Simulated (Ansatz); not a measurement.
YC2:
```cif
data_C4Y2
_chemical_formula_sum 'Y2 C4'
_space_group_name_H-M_alt 'I4/mmm'
_space_group_IT_number 139
_space_group_name_Hall '-I 4 2'
_cell_length_a 3.62247
_cell_length_b 3.62247
_cell_length_c 6.15281
_cell_angle_alpha 90.000
_cell_angle_beta 90.000
_cell_angle_gamma 90.000
loop_
_atom_site_label
_atom_site_type_symbol
_atom_site_symmetry_multiplicity
_atom_site_Wyckoff_symbol
_atom_site_fract_x
_atom_site_fract_y
_atom_site_fract_z
_atom_site_occupancy
Y1 Y 2 a 0.00000 0.00000 0.00000 1
C1 C 4 e 0.00000 0.00000 0.39439 1
```
(The calculation used a cell of 3 atoms; values per cell refer to that cell.)

Relaxed with PBEsol.

Problem. Which orbitals make up the states near the Fermi level in the program Ansatz at the PBEsol level (PAW)?

Solution. Within 0.5 eV of the Fermi level: Y 4d 54 %, C 2p 41 %. Projections are on Löwdin-orthogonalised atomic valence shells; empty p or d shells of many metals are not among them.

Problem. Tabulate the density of states.

Solution. States/eV per cell of 3 atoms, in 0.25 eV bins, energy from the Fermi level.

```tsv
E (eV)	total	C 2p	Y 4d	C 2s
-7.85	0.00	0.00	0.00	0.00
-7.60	0.19	0.07	0.04	0.05
-7.35	1.75	0.67	0.31	0.56
-7.10	1.80	0.72	0.30	0.61
-6.85	1.34	0.55	0.24	0.45
-6.60	1.07	0.45	0.17	0.35
-6.35	0.80	0.37	0.11	0.24
-6.10	0.76	0.42	0.08	0.17
-5.85	0.67	0.39	0.08	0.13
-5.60	0.88	0.54	0.12	0.16
-5.35	1.89	1.24	0.29	0.26
-5.10	2.62	1.92	0.37	0.22
-4.85	3.16	2.43	0.53	0.11
-4.60	2.66	2.09	0.42	0.07
-4.35	2.02	1.59	0.31	0.05
-4.10	1.85	1.43	0.28	0.07
-3.85	1.74	1.30	0.27	0.10
-3.60	1.43	0.98	0.26	0.13
-3.35	1.34	0.89	0.22	0.15
-3.10	1.58	1.05	0.21	0.22
-2.85	1.69	1.14	0.23	0.22
-2.60	0.80	0.52	0.15	0.09
-2.35	0.22	0.11	0.08	0.01
-2.10	0.18	0.08	0.09	0.01
-1.85	0.22	0.10	0.12	0.01
-1.60	0.27	0.12	0.14	0.01
-1.35	0.32	0.15	0.16	0.01
-1.10	0.37	0.17	0.18	0.01
-0.85	0.44	0.20	0.22	0.02
-0.60	0.57	0.24	0.30	0.02
-0.35	0.67	0.28	0.36	0.02
-0.10	0.73	0.30	0.39	0.03
0.15	0.80	0.32	0.43	0.03
0.40	0.88	0.35	0.48	0.03
0.65	0.94	0.37	0.51	0.03
0.90	0.98	0.40	0.52	0.03
1.15	1.04	0.44	0.54	0.03
1.40	1.11	0.47	0.57	0.03
1.65	1.14	0.51	0.56	0.03
1.90	1.19	0.56	0.56	0.03
2.15	1.23	0.58	0.58	0.02
2.40	1.38	0.69	0.61	0.02
2.65	1.63	0.87	0.66	0.02
2.90	1.37	0.66	0.62	0.02
3.15	1.31	0.53	0.68	0.02
3.40	1.36	0.47	0.79	0.03
3.65	1.56	0.32	1.11	0.04
3.90	2.24	0.35	1.74	0.05
4.15	2.15	0.31	1.67	0.06
4.40	2.58	0.36	1.94	0.11
4.65	2.63	0.41	1.88	0.13
```

The first step of the workflow began from a Materials Project structure, measured or hypothetical; the Crystallography Open Database files this formula in space group No. 139, but the cells were not matched. Its standing as an ambient phase is unchecked. The cell was relaxed with PBEsol under the symmetry of its start; of distortions, only those at the zone centre were tested. No spin polarisation was allowed. Scalar-relativistic: spin–orbit coupling is off unless named, which matters more the heavier the elements.

Potentials: the later of the program's two PAW sets.
